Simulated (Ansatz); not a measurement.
TaSi2:
```cif
data_Si6Ta3
_chemical_formula_sum 'Ta3 Si6'
_space_group_name_H-M_alt 'P6422'
_space_group_IT_number 181
_space_group_name_Hall 'P 64 2 (0 0 2)'
_cell_length_a 4.77987
_cell_length_b 4.77987
_cell_length_c 6.55386
_cell_angle_alpha 90.000
_cell_angle_beta 90.000
_cell_angle_gamma 120.000
loop_
_atom_site_label
_atom_site_type_symbol
_atom_site_symmetry_multiplicity
_atom_site_Wyckoff_symbol
_atom_site_fract_x
_atom_site_fract_y
_atom_site_fract_z
_atom_site_occupancy
Ta1 Ta 3 c 0.50000 0.00000 0.00000 1
Si1 Si 6 i 0.15818 0.31637 0.00000 1
```

Relaxed at zero pressure with r²SCAN (plane waves, PAW; program Ansatz).

Question: The volume is raised by 6 % and shape and atoms relax at that volume. What pressure results, and how do the axes share the change?

Answer: -10.0 GPa; a 2.2 %, b 2.2 %, c 1.5 %; the energy rises by 28 meV/atom.

Question: Give the new structure.

Answer: 
Space group P6₄22 (No. 181); a = b = 4.8858 Å, c = 6.6492 Å, α = β = 90.00°, γ = 120.00°

| atom | site | symmetry | x | y | z |
|---|---|---|---|---|---|
| Ta | 3c | 222 | 0.5000 | 0.0000 | 0.0000 |
| Si | 6i | ..2 | 0.1580 | 0.3160 | 0.0000 |

The phase is kept; no other phase was compared at this pressure.

Space group P6_422. The workflow started from a Materials Project entry (that database holds measured and hypothetical structures alike); the Crystallography Open Database files this formula in space group No. 181, but the cells were not matched. Its standing as an ambient phase is unchecked. The cell was relaxed with r²SCAN under the symmetry of its start; its stability against distortions is not shown here. The run is not spin-polarised. Scalar-relativistic: spin–orbit coupling is off unless named, which matters more the heavier the elements.

Potentials: the later of the program's two PAW sets.
